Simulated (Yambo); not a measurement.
Absorption of K2NiF6 (space group Fm-3m, No. 225) with and without the electron-hole interaction (Yambo, PBEsol bands; 4×4×4 mesh, 21 valence and 3 conduction bands, static screening with 86 bands and a 3 Ry block, scissor 3.63 eV, Tamm-Dancoff; field along x).

| E (eV) | Im ε, BSE | Im ε, independent quasiparticles |
|---|---|---|
| 0.00 | 0.01 | 0.01 |
| 0.10 | 0.01 | 0.01 |
| 0.20 | 0.01 | 0.01 |
| 0.30 | 0.01 | 0.01 |
| 0.40 | 0.01 | 0.01 |
| 0.50 | 0.01 | 0.01 |
| 0.60 | 0.01 | 0.01 |
| 0.70 | 0.01 | 0.01 |
| 0.80 | 0.01 | 0.01 |
| 0.90 | 0.01 | 0.01 |
| 1.00 | 0.01 | 0.01 |
| 1.10 | 0.01 | 0.01 |
| 1.20 | 0.01 | 0.01 |
| 1.30 | 0.01 | 0.01 |
| 1.40 | 0.01 | 0.01 |
| 1.51 | 0.01 | 0.01 |
| 1.61 | 0.01 | 0.01 |
| 1.71 | 0.01 | 0.01 |
| 1.81 | 0.02 | 0.01 |
| 1.91 | 0.02 | 0.01 |
| 2.01 | 0.02 | 0.01 |
| 2.11 | 0.02 | 0.01 |
| 2.21 | 0.02 | 0.01 |
| 2.31 | 0.02 | 0.02 |
| 2.41 | 0.02 | 0.02 |
| 2.51 | 0.02 | 0.02 |
| 2.61 | 0.02 | 0.02 |
| 2.71 | 0.03 | 0.02 |
| 2.81 | 0.03 | 0.02 |
| 2.91 | 0.03 | 0.02 |
| 3.01 | 0.04 | 0.02 |
| 3.11 | 0.05 | 0.02 |
| 3.21 | 0.05 | 0.02 |
| 3.31 | 0.06 | 0.02 |
| 3.41 | 0.07 | 0.03 |
| 3.51 | 0.09 | 0.03 |
| 3.61 | 0.12 | 0.03 |
| 3.71 | 0.19 | 0.03 |
| 3.81 | 0.34 | 0.03 |
| 3.91 | 0.59 | 0.03 |
| 4.01 | 0.62 | 0.04 |
| 4.11 | 0.38 | 0.04 |
| 4.21 | 0.24 | 0.04 |
| 4.32 | 0.18 | 0.04 |
| 4.42 | 0.18 | 0.05 |
| 4.52 | 0.20 | 0.05 |
| 4.62 | 0.20 | 0.06 |
| 4.72 | 0.20 | 0.06 |
| 4.82 | 0.24 | 0.07 |
| 4.92 | 0.28 | 0.08 |
| 5.02 | 0.32 | 0.09 |
| 5.12 | 0.44 | 0.11 |
| 5.22 | 0.65 | 0.15 |
| 5.32 | 0.64 | 0.20 |
| 5.42 | 0.43 | 0.29 |
| 5.52 | 0.32 | 0.37 |
| 5.62 | 0.32 | 0.35 |
| 5.72 | 0.36 | 0.29 |
| 5.82 | 0.38 | 0.26 |
| 5.92 | 0.37 | 0.28 |
| 6.02 | 0.36 | 0.33 |
| 6.12 | 0.29 | 0.44 |
| 6.22 | 0.23 | 0.62 |
| 6.32 | 0.22 | 0.87 |
| 6.42 | 0.21 | 1.08 |
| 6.52 | 0.22 | 1.41 |
| 6.62 | 0.23 | 2.11 |
| 6.72 | 0.25 | 3.24 |
| 6.82 | 0.29 | 4.18 |
| 6.92 | 0.35 | 4.29 |

The scissor comes from a G0W0 run whose convergence isn't established. Broadening 0.15 eV. The band window holds all transitions up to 13.4 eV. Fine structure above the onset can come from the mesh.

The 3d shell has no Hubbard U; the runs are without spin polarisation, and magnetic order was not tried.

Geometry of the Materials Project entry, not relaxed at this level; primitive cell a = b = c = 5.659 Å, α = β = γ = 60.00°.

The structure is a Materials Project entry; no match was found in the copy of COD used, and its stability was not checked.
